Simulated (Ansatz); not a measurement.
**MgTl: energy along a strain**

MgTl, Pm-3m, a = 3.635 Å (as given, not relaxed at this level: -0.2 GPa). The structure is a COD entry; whether it is the stable form wasn't checked. Ansatz: r2SCAN, PAW, 500 eV, Γ-centred 14×14×14 mesh on 2 atoms, Gaussian smearing 0.15 eV; no spin polarisation. Cell vectors (Å): 3.635 0.000 0.000; 0.000 3.635 0.000; 0.000 0.000 3.635. The cell is strained by x per cent times the pattern (0 0 0 0 0 1) in the order xx yy zz yz xz xy (engineering shears), with fractional coordinates held. y is the free energy over the start, V0 = 24.015 Å³/atom. Symmetry makes y even in x. Points with a strain past 8.5 % were computed too (4) and aren't used here.

```tsv
x (%)	y (meV/atom)
-7.50	2.76
0.00	0.00
1.87	0.16
3.75	?
5.62	1.44
```

**Question.** Fit y = c2 x² + c4 x⁴ to the other rows, get the stiffness along the pattern, and predict the missing energy.

**Answer.** Least squares on the rows shown. y = 0.04140 x² + 0.0001360 x⁴. The clamped-ion stiffness p·C·p = 2 × 0.4140 eV × 160.2 / 24.015 Å³ = 5.5 GPa, which is C66 in these axes (C44 of the cubic crystal). At x = 3.75 the fit asked for gives 0.61 meV/atom. The run gave 0.63 meV/atom, so the fit is 0.02 meV/atom too low, a small miss on the scale of the series.

Spin–orbit coupling is left out, which can shift energies with elements as heavy as these.